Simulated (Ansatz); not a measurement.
## IrRh2: stable or not

It was reached by relaxing an invented guess, and it needn't be the stable form of this composition.

All numbers below come from DFT PBE, scalar-relativistic, plane waves, PAW in Ansatz. Cutoff 420 eV, Γ-centred 18×18×4 mesh (6-atom cell), Gaussian smearing of 0.10 eV, no spin polarisation.

```cif
data_structure
_symmetry_space_group_name_H-M 'P-3m1'
_symmetry_Int_Tables_number 164
_cell_length_a 2.7334
_cell_length_b 2.7334
_cell_length_c 13.2199
_cell_angle_alpha 90.000
_cell_angle_beta 90.000
_cell_angle_gamma 120.000
_cell_volume 85.54
loop_
_atom_site_label
_atom_site_type_symbol
_atom_site_symmetry_multiplicity
_atom_site_Wyckoff_symbol
_atom_site_fract_x
_atom_site_fract_y
_atom_site_fract_z
_atom_site_occupancy
Ir1 Ir 2 d 0.33333 0.66667 0.41640 1
Rh1 Rh 2 d 0.33333 0.66667 0.75073 1
Rh2 Rh 2 d 0.33333 0.66667 0.08261 1
```

Formation energies are uncorrected and refer to the elements' standard structures at the same level.

Task: These tests were run: energy against the elements; random kick, then relaxation without symmetry; phonons at Γ; elastic tensor. What do they show?

Result:

```json
{"test": "energy against the elements", "result": "+0.04 eV/atom"}
{"test": "random kick, then relaxation without symmetry", "result": "returns"}
{"test": "phonons at Γ", "result": "lowest optical mode 59 cm⁻¹"}
{"test": "elastic tensor", "result": "least eigenvalue 76 GPa"}
```

It fails one test: energy against the elements. It may still be a metastable minimum.

These runs have no spin–orbit coupling, which can matter for Ir. The kick test ran on a coarse mesh. The run for the phonons used an 18×18×4 k mesh and Fermi–Dirac smearing of 0.15 eV. The run for the elastic tensor used an 18×18×4 k mesh and Fermi–Dirac smearing of 0.15 eV.
